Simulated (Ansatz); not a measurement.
ZnInGaO4 (InGaZnO4 type, space group R3m)

```yaml
crystal:
  lattice:
    - [1.67799, 0.96879, 8.70467]
    - [-1.67799, 0.96879, 8.70467]
    - [0.00000, -1.93758, 8.70467]
  atoms:
    - { symbol: In, position: [0.99692, 0.99692, 0.99692] }
    - { symbol: Ga, position: [0.21295, 0.21295, 0.21295] }
    - { symbol: Zn, position: [0.78119, 0.78119, 0.78119] }
    - { symbol: O, position: [0.13648, 0.13648, 0.13648] }
    - { symbol: O, position: [0.87897, 0.87897, 0.87897] }
    - { symbol: O, position: [0.28877, 0.28877, 0.28877] }
    - { symbol: O, position: [0.70472, 0.70472, 0.70472] }
```

Equation-of-state scan: isotropic scaling of the cell above, V₀ being its volume. The atoms relax within the cell's symmetry.

These are PBE (plane waves to 420 eV, PAW, scalar-relativistic; Ansatz, an electronic-structure program) values and carry that method's errors. k mesh 11×11×11 (Γ-centred), Fermi-Dirac smearing 0.05 eV. Energies are smeared free energies. Compression counts positive. With the shape held, the modulus is that of even scaling; a crystal free to change shape is softer. The PAW data are Ansatz's earlier set. ZnInGaO4 was relaxed with its symmetry unable to fall. ΔE is measured from the relaxed starting cell.

The scan covers V/V₀ from 0.840 to 1.160 in 11 points.

**Question.** What pressure does the cell carry at V/V₀ = 0.840?

**Answer.** 40.0 GPa.

**Question.** What is ΔE at V/V₀ = 0.840?

**Answer.** 206.3 meV/atom.

**Question.** What is ΔE at V/V₀ = 1.160?

**Answer.** 113.3 meV/atom.

(A scan under strain: stresses follow from slopes of the energy per volume, elastic moduli from its curvatures.)
